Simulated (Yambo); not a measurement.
GaN (zinc blende, space group F-43m, No. 216) under isotropic strain of +0.5 % on all lattice vectors; a = 3.198 Å, b = 3.198 Å, c = 3.198 Å, α = 60.00°, β = 60.00°, γ = 60.00°. With the G0W0 scissor the direct gap on the mesh is 2.61 eV.

Q: Does this run resolve the lowest exciton, and if so, what are its energy and binding? (Yambo, PBE bands; 10×10×10 mesh, 3 valence and 1 conduction bands, static screening with 21 bands and a 4 Ry block, scissor 0.93 eV, Tamm-Dancoff.)

A: No. The lowest state covers only about 1 of the 1000 k points, so the mesh doesn't resolve it: its energy and its distance from the direct gap are mesh artefacts. An extended exciton needs a far denser mesh. The scissor comes from a G0W0 run whose convergence isn't established. Spin-orbit splittings are left out.

Geometry strained from the cell relaxed with PBEsol, atoms relaxed again.

This is not the ordinary phase of the substance; no match was found in the copy of COD used, and its stability was not checked.

The potentials are those of PseudoDojo's stringent table.
